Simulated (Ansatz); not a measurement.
## What strain does to NaCaF3 (cubic perovskite)

NaCaF3 in the cubic perovskite structure, relaxed with r2SCAN in the plane-wave code Ansatz. The symmetry is Pm-3m (No. 221, cubic); a = 4.381 Å in the conventional setting, 16.81 Å³ an atom. Na is surrounded by 12 F at 3.10 Å; Ca is surrounded by 6 F at 2.19 Å; F is surrounded by 2 Ca at 2.19 Å and 4 Na at 3.10 Å.

The axes x, y and z are those of this cell:
```xyz
5
Lattice="4.3806 0.0000 0.0000 0.0000 4.3806 0.0000 0.0000 0.0000 4.3806" Properties=species:S:1:pos:R:3 pbc="T T T"
Na    0.0000    0.0000    0.0000
Ca    2.1903    2.1903    2.1903
F     2.1903    2.1903    0.0000
F     2.1903    0.0000    2.1903
F     0.0000    2.1903    2.1903
```

Unstrained: The PBE gap is indirect, 5.103 eV (R to Γ), below the direct gap of 5.255 eV at Γ. With r2SCAN the valence top lies at R and the conduction bottom at Γ, 5.928 eV higher; the smallest vertical gap, at Γ, is 6.071 eV. The HSE06 gap is indirect, 7.100 eV (R to Γ), below the direct gap of 7.279 eV at Γ. Meshes: PBE 6×6×6, r2SCAN 6×6×6, HSE06 4×4×4. Strains are changes of length per length, and xy shears are angles. After each strain the atoms were relaxed again with r2SCAN within the symmetry that the strain leaves, so tilts or polar shifts that break it weren't tested; points keep the names that they have in the unstrained zone. (Calculated; spin-unpolarised; the phase may be known or hypothetical.)

Changes of the least gap in eV (an overlap counts as a negative gap):
```json
{"strain": "isotropic -5.0 % on every length", "volume change (%)": "-14.3", "space group": "Pm-3m", "PBE": "+0.441", "r2SCAN": "+0.434", "HSE06": "+0.529", "energy rise, r2SCAN (meV/atom)": "77.8"}
{"strain": "uniaxial +0.5 % along x", "volume change (%)": "+0.5", "space group": "P4/mmm", "PBE": "-0.015", "r2SCAN": "-0.015", "HSE06": "-0.016", "energy rise, r2SCAN (meV/atom)": "0.1"}
{"strain": "xy shear, engineering strain (angle) +5.0 %", "volume change (%)": "-0.1", "space group": "Cmmm", "PBE": "-0.026", "r2SCAN": "-0.028", "HSE06": "-0.025", "energy rise, r2SCAN (meV/atom)": "1.7"}
{"strain": "epitaxial +5.0 % in the xy plane, free normal strain -1.11 %", "volume change (%)": "+9.0", "space group": "P4/mmm", "PBE": "-0.271", "r2SCAN": "-0.278", "HSE06": "-0.304", "energy rise, r2SCAN (meV/atom)": "31.0"}
```

Isotropic -5.0 % on every length. PBE: the gap goes from 5.103 to 5.544 eV (+0.441 eV); it turns from indirect (R → Γ) to direct (Γ). r2SCAN: the gap goes from 5.928 to 6.362 eV (+0.434 eV); it turns from indirect (R → Γ) to direct (Γ). HSE06: the gap goes from 7.100 to 7.629 eV (+0.529 eV). Stress change with r2SCAN, compression positive: xx +11.86, yy +11.86, zz +11.86 GPa. For HSE06, dE_g/d ln V = -3.4 eV over this step.

Uniaxial +0.5 % along x, other directions held. HSE06: the gap goes from 7.100 to 7.084 eV (-0.016 eV). Stress change with r2SCAN, compression positive: xx -0.63, yy -0.08, zz -0.08 GPa.

Xy shear, engineering strain (angle) +5.0 %. HSE06: the gap goes from 7.100 to 7.075 eV (-0.025 eV). Stress change with r2SCAN, compression positive: xx -0.03, yy -0.03, zz +0.04, xy -0.65 GPa.

Epitaxial +5.0 % in the xy plane, free normal strain -1.11 %. HSE06: the gap goes from 7.100 to 6.796 eV (-0.304 eV). Stress change with r2SCAN, compression positive: xx -5.30, yy -5.30, zz -0.01 GPa.

The meshes of the hybrids are coarse, so their gaps aren't converged to the digits shown.
